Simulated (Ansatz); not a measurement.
Sn (diamond, Fd-3m), a = 6.5412 Å, b = 6.5412 Å, c = 6.5412 Å, α = 90.00°, β = 90.00°, γ = 90.00°; the cell used has 2 atoms.

Relaxed with PBEsol.

Task: Which orbitals make up the states near the Fermi level in PBEsol (plane waves, PAW; program Ansatz)?

Result: Within 0.5 eV of the Fermi level: Sn 5p 81 %, Sn 5s 17 %. Projections are on Löwdin-orthogonalised atomic valence shells; empty p or d shells of many metals are not among them.

Task: Tabulate the density of states.

Result: States/eV per cell of 2 atoms, in 0.25 eV bins, energy from the Fermi level.

```csv
E (eV),total,Sn 5p,Sn 5s
-7.85,0.58,0.17,0.40
-7.60,0.24,0.07,0.16
-7.35,0.10,0.03,0.07
-7.10,0.43,0.15,0.28
-6.85,0.62,0.22,0.40
-6.60,0.81,0.31,0.50
-6.35,1.16,0.49,0.65
-6.10,1.05,0.48,0.57
-5.85,0.70,0.31,0.39
-5.60,0.55,0.24,0.31
-5.35,0.46,0.20,0.25
-5.10,0.38,0.16,0.21
-4.85,0.32,0.14,0.18
-4.60,0.27,0.12,0.15
-4.35,0.23,0.10,0.13
-4.10,0.19,0.08,0.11
-3.85,0.16,0.07,0.09
-3.60,0.13,0.06,0.08
-3.35,0.52,0.45,0.07
-3.10,1.73,1.62,0.09
-2.85,1.40,1.30,0.09
-2.60,1.48,1.38,0.09
-2.35,1.89,1.79,0.08
-2.10,1.83,1.75,0.07
-1.85,1.70,1.63,0.06
-1.60,1.60,1.53,0.05
-1.35,1.49,1.44,0.04
-1.10,1.24,1.21,0.02
-0.85,0.72,0.70,0.01
-0.60,0.46,0.45,0.01
-0.35,0.27,0.27,0.00
-0.10,0.12,0.12,0.00
0.15,0.08,0.04,0.04
0.40,0.21,0.12,0.09
0.65,0.42,0.26,0.16
0.90,0.96,0.62,0.30
1.15,1.62,1.06,0.47
1.40,2.36,1.57,0.65
1.65,1.38,0.90,0.37
1.90,1.22,0.80,0.32
2.15,1.23,0.84,0.28
2.40,1.04,0.76,0.19
2.65,1.15,0.88,0.17
2.90,1.78,1.42,0.15
3.15,1.94,1.53,0.15
3.40,1.42,1.12,0.12
3.65,1.19,0.95,0.07
3.90,1.94,1.38,0.09
4.15,1.91,1.30,0.09
4.40,1.54,1.03,0.09
4.65,1.42,0.93,0.09
```

This is a known low-temperature phase of the composition, computed here at zero pressure and temperature. The PBEsol relaxation kept the symmetry of its start; its stability against distortions is not shown here. Spin–orbit coupling is left out wherever it is not named.

Potentials: the earlier of the program's two PAW sets. The files were generated under PBE; for other functionals the program regenerates the frozen cores, and for LDA and PBEsol the local potential too.
